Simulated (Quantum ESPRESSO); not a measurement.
# AlMo5LiCu: different elements on one site, starting from this cell

Simulated, not a measurement. The program is pw.x of Quantum ESPRESSO 7.5 (plane-wave density functional theory). The cell is made up: eight metal atoms on a face-centred cubic lattice, with elements, volume, strain and displacements drawn at random and not relaxed, so it may be unstable or far from any real phase. PseudoDojo standard norm-conserving files set the functional (PBE unless stated); there is no spin polarisation or spin-orbit coupling, the Fermi-Dirac width of 0.25 eV means electrons at about 2900 K, and the masses in the input are unused placeholders. The copper pseudopotential is less sure than most, with forces differing by about three percent and pressure by about two GPa from a second method on plain copper. A spin test at this wide smearing found no moment, but such smearing suppresses magnetism that the real alloy may have.

The runs put different elements on site 1. Cell, positions, cutoff, mesh and smearing stay as in the input of run 1; sites are counted in its order. Stress in the tables is positive in tension.

Input of run 1:

```
&control calculation='scf', pseudo_dir='./dojo.nc.sr.pbe.v0_5.standard.upf', outdir='./o', disk_io='minimal', tprnfor=.true., tstress=.true. /
&system ibrav=0, nat=8, ntyp=4, nbnd=64, ecutwfc=92.02030273, nosym=.true., tot_charge=0,
 occupations='smearing', smearing='fd', degauss=0.0183746611
/
&electrons conv_thr=1.470e-08, electron_maxstep=70, mixing_beta=0.5 /
ATOMIC_SPECIES
Al 1.0 Al.upf
Cu 1.0 Cu.upf
Li 1.0 Li.upf
Mo 1.0 Mo.upf
CELL_PARAMETERS angstrom
-0.0144 -1.9411 -1.9271
-3.8392 1.9364 -1.9512
5.7717 5.8748 -3.8626
ATOMIC_POSITIONS angstrom
Al 0.0381 0.0706 -0.0923
Mo 0.0777 2.0563 -1.9974
Mo -0.0672 3.9329 -3.8212
Mo 3.9029 3.9317 -3.8717
Li -1.8902 0.0454 -2.0039
Mo -1.8491 1.9877 -3.8006
Mo 1.8708 1.9559 -3.9225
Cu 1.9026 3.9095 -5.747
K_POINTS automatic
9 5 3 1 1 1
```

```
run  elements on sites 1 to 8  -TS (eV)  pressure (GPa)  stress xx (GPa)  stress yy (GPa)  stress zz (GPa)  stress yz (GPa)  stress xz (GPa)  stress xy (GPa)  iterations
  1   Al Mo Mo Mo Li Mo Mo Cu    -1.435           16.27           -15.30           -16.61           -16.88             0.85             0.42             1.09          18
  2   Mo Mo Mo Mo Li Mo Mo Cu    -1.557           17.07           -17.25           -17.40           -16.57             0.36            -1.89             2.16          21
  3    V Mo Mo Mo Li Mo Mo Cu    -1.746           14.34           -13.85           -15.06           -14.11             0.17            -2.58             2.67          26
  4   Nb Mo Mo Mo Li Mo Mo Cu    -1.574           20.77           -20.25           -21.64           -20.41            -0.62            -1.90             1.80          21
  5   Ti Mo Mo Mo Li Mo Mo Cu    -1.679           18.01           -16.98           -18.94           -18.11            -0.59            -1.92             2.21          23
```

Forces Fx Fy Fz (eV/Å):

| site | run 1 | run 2 | run 3 | run 4 | run 5 |
| --- | --- | --- | --- | --- | --- |
| 1 | -0.42 -0.41 0.70 | -0.21 -0.25 0.38 | -0.11 -0.11 0.22 | -0.23 -0.42 0.58 | -0.15 -0.29 0.47 |
| 2 | -0.12 -1.21 1.22 | -0.66 -1.59 1.63 | -0.61 -1.70 1.75 | -0.72 -1.29 1.37 | -0.60 -1.40 1.48 |
| 3 | 1.67 1.50 -1.80 | 1.32 1.30 -1.55 | 1.36 1.30 -1.49 | 1.27 1.18 -1.36 | 1.33 1.19 -1.36 |
| 4 | -0.08 -0.11 0.19 | -0.07 0.00 -0.09 | 0.24 0.15 -0.21 | -0.49 -0.24 0.11 | -0.22 -0.09 0.04 |
| 5 | -0.57 -0.44 0.48 | -0.52 -0.44 0.48 | -0.53 -0.46 0.50 | -0.54 -0.44 0.48 | -0.55 -0.47 0.50 |
| 6 | -1.75 -0.69 0.35 | -1.46 -0.56 0.38 | -1.93 -0.75 0.53 | -0.98 -0.31 0.05 | -1.41 -0.48 0.16 |
| 7 | 0.98 1.11 -0.76 | 1.27 1.19 -0.78 | 1.23 1.18 -0.80 | 1.31 1.20 -0.80 | 1.23 1.17 -0.82 |
| 8 | 0.29 0.27 -0.38 | 0.35 0.35 -0.45 | 0.36 0.40 -0.50 | 0.39 0.32 -0.43 | 0.39 0.36 -0.47 |

Energies are left out, as each element's file has its own zero. A rerun of one cell of this series at a higher cutoff and on a denser mesh moved values by no more than 0.003 eV in energy, 0.07 GPa in stress and 0.007 eV/Å in force, and a second program with other atomic files agreed on that cell to 2 % rms in force and 0.5 GPa in pressure.